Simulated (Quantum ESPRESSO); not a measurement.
## Band energies of CdSe at -3 % isotropic strain

```
CELL_PARAMETERS angstrom
      0.00000     2.95021     2.95021
      2.95021     0.00000     2.95021
      2.95021     2.95021     0.00000
ATOMIC_POSITIONS crystal
  Se 0.25000 0.25000 0.25000
  Cd 0.00000 0.00000 0.00000
```

PBEsol (Quantum ESPRESSO, PseudoDojo norm-conserving, 102 Ry, no spin-orbit coupling); path ΓXWKΓLUWLK,UX; energies in eV from the valence-band maximum.

```
k (1/Å)  point  band 14  band 15  band 16  band 17  band 18  band 19  band 20  band 21
-------  -----  -------  -------  -------  -------  -------  -------  -------  -------
0.00         Γ    -7.78    -7.78     0.00     0.00     0.00     0.66     5.85     5.85
0.53              -7.80    -7.74    -2.76    -1.24    -1.24     3.36     4.10     7.77
1.06         X    -7.70    -7.34    -4.56    -2.21    -2.21     2.83     3.74     9.40
1.60         W    -7.78    -7.16    -4.49    -2.67    -2.62     5.09     5.38     6.53
1.72              -7.77    -7.18    -4.49    -2.83    -2.34     4.59     5.33     6.96
1.97         K    -7.74    -7.21    -4.52    -2.99    -1.81     3.56     5.29     8.34
2.28              -7.79    -7.45    -4.22    -2.67    -1.09     4.00     5.72     6.72
2.80              -7.79    -7.77    -1.75    -0.59    -0.14     2.15     5.47     6.13
3.10         Γ    -7.78    -7.78     0.00     0.00     0.00     0.66     5.85     5.85
3.31              -7.78    -7.78    -1.13    -0.12    -0.12     1.57     5.68     6.04
3.92              -7.75    -7.48    -4.87    -0.87    -0.87     2.40     6.40     6.40
4.03         L    -7.75    -7.41    -5.01    -0.90    -0.90     2.39     6.38     6.38
4.46              -7.75    -7.27    -4.63    -2.63    -1.47     3.78     5.55     7.57
4.68         U    -7.74    -7.21    -4.52    -2.99    -1.81     3.56     5.29     8.34
5.05         W    -7.78    -7.16    -4.49    -2.67    -2.62     5.09     5.38     6.53
5.52              -7.76    -7.34    -4.83    -1.89    -1.22     3.49     5.50     6.94
5.81         L    -7.75    -7.41    -5.01    -0.90    -0.90     2.39     6.38     6.38
5.97              -7.75    -7.39    -4.95    -1.32    -1.00     2.85     5.93     6.61
6.38              -7.75    -7.22    -4.53    -2.98    -1.70     3.66     5.51     7.99
6.46         K    -7.74    -7.21    -4.52    -2.99    -1.81     3.56     5.29     8.34
6.46         U    -7.74    -7.21    -4.52    -2.99    -1.81     3.56     5.29     8.34
6.84         X    -7.70    -7.34    -4.56    -2.21    -2.21     2.83     3.74     9.40
```

The PBEsol gap is direct, 0.66 eV at Γ.

Spin-orbit splittings are left out.

Geometry strained from the cell relaxed with PBEsol, atoms relaxed again.
